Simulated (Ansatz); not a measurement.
A geometry of Sr$_{2}$H$_{3}$I away from equilibrium: step 2 of the relaxation of a relaxed Sr2H3I cell, doubled along one cell vector, shaken by Gaussian noise of σ = 0.08 Å a coordinate. These are r2SCAN (plane waves to 500 eV, PAW, scalar-relativistic; Ansatz, an electronic-structure program) values and carry that method's errors. Γ-centred k-mesh 6×3×3 on the run's cell (coarser than for final values), Fermi–Dirac smearing 0.05 eV.

```
Sr2H3I
1.0
    4.24972    -0.00209    -0.00107
   -4.25335     7.34676     0.00441
   -0.00193     0.00350     7.66476
Sr H I
4 6 2
Cartesian
  2.13406   1.25726   5.18263
 -0.04591   4.88276   5.20496
 -0.02737   2.46429   2.50957
 -2.17734   6.08386   2.42949
 -0.05601   0.05770   3.84866
 -2.10148   3.60010   3.79026
  2.07957   1.17886   2.64813
 -0.03227   4.94199   2.75526
 -0.00121   2.43083   5.04288
 -2.10636   6.14998   4.92048
 -0.01108  -0.05118  -0.03485
 -2.14266   3.64481   0.08835
```

Question: Which atoms carry the largest force, and which way does it point?

Answer: 0.35 eV/Å, on Sr4 (atoms numbered as listed); on Sr4 its components are (0.11, 0.31, 0.09).

Question: What is the pressure?

Answer: -0.1 GPa, compression positive.

Question: How far above the relaxed end point is this geometry?

Answer: 0.01 eV/atom; the path ends in P-3m1 (No. 164).

No spin polarisation in the result.

The cell that was disturbed is our relaxation of an entry of Materials Project.
